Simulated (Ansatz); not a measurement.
ZrTa in space group Cmcm (No. 63; Zr on 4c, Ta on 4c), the program Ansatz at the PBEsol level (PAW), all energies at zero smearing, with the estimated change up to a 700 eV cutoff added, with one set of potentials and settings (totals compare only within such a set). Cell of 4 atoms (2 Zr, 2 Ta): -27869.506 eV.

```tsv
element	reference phase	E (eV/atom)
Zr	P6/mmm, 3 atoms in the cell	-4128.6456
Ta	Im-3m, 1 atoms in the cell	-9806.5011
```

Formation energy per atom, worked out: (-27869.506 − 2×(-4128.6456) − 2×(-9806.5011))/4 = 0.197 eV/atom (19 kJ per mol of atoms), at 0 K, without zero-point energy or fitted corrections.

The start of the workflow was typed in or built on a structure type; neither database checked (COD, Materials Project) lists it. Whether it is the stable phase at ambient conditions was not checked. Symmetry was held in the PBEsol relaxation. At this level the phase is dynamically unstable (imaginary phonons). No spin polarisation was allowed. Its formation energy is positive at this level, so the cell may be metastable or incomplete. The references are the lowest solids computed at this level, not always the standard phases. Spin–orbit coupling is left out wherever it is not named.

Potentials: the later of the program's two PAW sets.
